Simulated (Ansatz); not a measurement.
The relaxed structure here is a generated cell of Cr2N: the first start was made by placing the elements on the sites of a structure type, and the end was not matched to a known phase here, so it may be hypothetical.

One stationary structure of Cr2N. Space group Pnnm (No. 58), AFLOW prototype AB2_oP6_58_a_g (as in Fe2C). The numbers are results of PBE (plane waves to 420 eV, PAW, scalar-relativistic; Ansatz, an electronic-structure program), not measurements.

```cif
data_Cr4N2
_chemical_formula_sum 'N2 Cr4'
_space_group_name_H-M_alt 'Pnnm'
_space_group_IT_number 58
_space_group_name_Hall '-P 2 2n'
_cell_length_a 4.38378
_cell_length_b 4.75126
_cell_length_c 2.76257
_cell_angle_alpha 90.000
_cell_angle_beta 90.000
_cell_angle_gamma 90.000
loop_
_space_group_symop_operation_xyz
  'x, y, z'
  '-x, -y, -z'
  '-x, -y, z'
  'x, y, -z'
  'x+1/2, -y+1/2, -z+1/2'
  '-x+1/2, y+1/2, z+1/2'
  '-x+1/2, y+1/2, -z+1/2'
  'x+1/2, -y+1/2, z+1/2'
loop_
_atom_site_label
_atom_site_type_symbol
_atom_site_symmetry_multiplicity
_atom_site_Wyckoff_symbol
_atom_site_fract_x
_atom_site_fract_y
_atom_site_fract_z
_atom_site_occupancy
N1 N 2 a 0.00000 0.00000 0.00000 1
Cr1 Cr 4 g 0.24380 0.33493 0.00000 1
```

**Question.** What magnetic moment does PBE give?

**Answer.** Zero (the starting moments vanished).

No spin polarisation in the result: the starting moments vanished. A magnetic state may lie lower.

The run could not lose the symmetry of its start; a randomly shaken copy of 12 atoms returns to this structure.
